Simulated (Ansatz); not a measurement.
Below is a relaxed structure of Sr₂NbO₂. The cell was found from a structure generator's guess, not taken from experiment.

Method: Ansatz 0.2.0, DFT PBE, scalar-relativistic, plane waves, PAW. Cutoff 420 eV, Γ-centred mesh, Gaussian smearing, collinear spin.

```yaml
crystal:
  lattice:
    - [7.28467, 0.00000, 0.00000]
    - [-3.64234, 6.30871, 0.00000]
    - [0.00000, 0.00000, 4.34917]
  atoms:
    - { symbol: Sr, position: [0.33333, 0.66667, 0.00000] }
    - { symbol: Sr, position: [0.66667, 0.33333, 0.00000] }
    - { symbol: Nb, position: [0.00000, 0.00000, 0.00000] }
    - { symbol: O, position: [0.33333, 0.66667, 0.50000] }
    - { symbol: O, position: [0.66667, 0.33333, 0.50000] }
```

Formation energies are uncorrected and refer to the elements' standard structures at the same level (O₂ as a molecule).

Question: What space group does it have?

Answer: P6/mmm (No. 191). Conventional cell: a = 7.285 Å, c = 4.349 Å. Around Sr lie 2 O at 2.17 Å, 3 Nb at 4.21 Å and 5 Sr at 4.21–4.35 Å; Nb is surrounded by 6 Sr at 4.21 Å, 2 Nb at 4.35 Å and 12 O at 4.73 Å; O has 2 Sr at 2.17 Å, 5 O at 4.21–4.35 Å, 6 Nb at 4.73 Å and 6 Sr at 4.73 Å.

Question: How far does it lie from the elements in energy?

Answer: +0.13 eV/atom. A positive value: parting into the elements would lower its energy.

Question: Is it a metal?

Answer: Yes, bands cross the Fermi level on the 6×6×10 mesh.

Question: Which magnetic moments does it keep?

Answer: 1.08 μB per atom net, the space between the atoms included; by site: Nb 3.9; O 0.3 (×2) μB.

The last run used collinear spin, a 6×6×10 mesh (in the run's order of axes) for its 5-atom cell and Gaussian smearing of 0.10 eV. Another magnetic order may lie lower. A structure relaxed within its symmetry needn't be a true minimum. Another cell of Sr2NbO2 relaxed alike but without spin, in Cmmm, lies 1.87 eV/atom lower, so this cell isn't the stable form at this level.
